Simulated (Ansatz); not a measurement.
Level of theory: Ansatz, DFT PBE, scalar-relativistic, plane waves, PAW. Settings of the last relaxation (6-atom cell): 420 eV, 12×12×4 k points, Gaussian smearing of 0.10 eV, no spin polarisation.

The zero of energy is the elements' standard structures at the same level; no fitted shifts are applied. The references include crystalline Br.

Task: Suggest a trial structure for a hexagonal metal made of Br and Sb, with a formation energy near −0.06 eV/atom and a density near 5.48 g/cm³, in a cell of 6 atoms. Its symmetry should be P6_3/mmc (No. 194).

Result: Sb2Br, space group P6_3/mmc (No. 194). Sb is surrounded by 3 Sb at 2.91 Å, 3 Br at 3.43 Å and 1 Br at 4.06 Å; around Br lie 6 Sb at 3.43 Å, 2 Sb at 4.06 Å and 6 Br at 4.17 Å.

```cif
data_structure
_symmetry_space_group_name_H-M 'P6_3/mmc'
_symmetry_Int_Tables_number 194
_cell_length_a 4.1741
_cell_length_b 4.1741
_cell_length_c 12.9925
_cell_angle_alpha 90.000
_cell_angle_beta 90.000
_cell_angle_gamma 120.000
_cell_volume 196.04
loop_
_atom_site_label
_atom_site_type_symbol
_atom_site_symmetry_multiplicity
_atom_site_Wyckoff_symbol
_atom_site_fract_x
_atom_site_fract_y
_atom_site_fract_z
_atom_site_occupancy
Sb1 Sb 4 f 0.33333 0.66667 0.43745 1
Br1 Br 2 d 0.33333 0.66667 0.75000 1
```

| Quantity | Value |
| --- | --- |
| Volume per atom | 32.67 Å³ |
| Density | 5.48 g/cm³ |
| Energy over the elements | −0.06 eV/atom |
| Gap on the 12×12×4 mesh of the 6-atom cell | 0 eV (a metal) |

The structure comes from a generated guess, relaxed at this level; another structure or a mixture of phases may lie lower. The answer needn't be unique; the calculation gave this one.

Spin–orbit coupling, which can matter for Sb, is left out. The reference form of Br is held partly by dispersion forces, which this level lacks. A structure relaxed within its symmetry needn't be a true minimum.
